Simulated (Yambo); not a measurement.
**Convergence of the G0W0 gap of KNH2**

G0W0@PBEsol for KNH₂ (space group P2_1/m, No. 11) in Yambo. Reference settings: 4×4×2 Γ-centred k mesh, 148 bands and a 7 Ry block in the screening, 148 bands in G with the Bruneval-Gonze terminator, plasmon pole fitted at 27.2 eV. The PBEsol gap Γ → Γ on this mesh is 2.08 eV; G0W0 gaps are taken between the same points.

| change from the reference | G0W0 gap Γ → Γ (eV) | shift of the valence edge (eV) | rough Yambo cost |
|---|---|---|---|
| reference settings | 4.22 | -1.28 | 1 |
| 95 bands in W, 95 bands in G | 4.22 | -1.21 | within a factor of two |
| 68 bands in W | 4.25 | -1.16 | about 1/2 |
| no random integration | 4.15 | -1.13 | – |

The reference isn't shown to be the converged limit. Costs are rough (shared machines), scaled to the same edge states, and given only for runs that recompute the screening.

Geometry of the Materials Project entry, not relaxed at this level; primitive cell a = 4.5476 Å, b = 3.7393 Å, c = 6.1855 Å, α = γ = 90.00°, β = 95.31°.

A shift is the quasiparticle energy of the state minus its PBEsol energy.
